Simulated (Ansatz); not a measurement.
Pt (diamond, Fd-3m) at seven volumes, r²SCAN in the plane-wave PAW code Ansatz, scaled uniformly. One row is withheld.

| V (Å³/atom) | P (GPa) |
|---|---|
| 21.291 | 15.72 |
| 21.993 | 9.46 |
| 22.695 | 4.28 |
| 23.397 | 0.00 |
| 24.099 | -3.55 |
| 24.801 | -6.49 |
| 25.503 | ? |

Question: Fit the shown pressures and predict the withheld one.

Answer: P = (3/2)B₀(x^(7/2) − x^(5/2))[1 + (3/4)(B′ − 4)(x − 1)] with x = (V₀/V)^(2/3). Least squares on the six rows gives V₀ = 23.396 Å³/atom, B₀ = 130 GPa, B′ = 5.30. At V = 25.503, x = 0.9441 and P = -8.92 GPa. The run itself gave -8.92 GPa.

The start of the workflow was typed in or built on a structure type; neither database checked (COD, Materials Project) lists it. It is not the phase usual at ambient conditions (space group No. 225). The r²SCAN relaxation kept the symmetry of its start. At this level the phase is mechanically unstable. No spin polarisation was allowed. Spin–orbit coupling is left out wherever it is not named.

Potentials: the earlier of the program's two PAW sets.
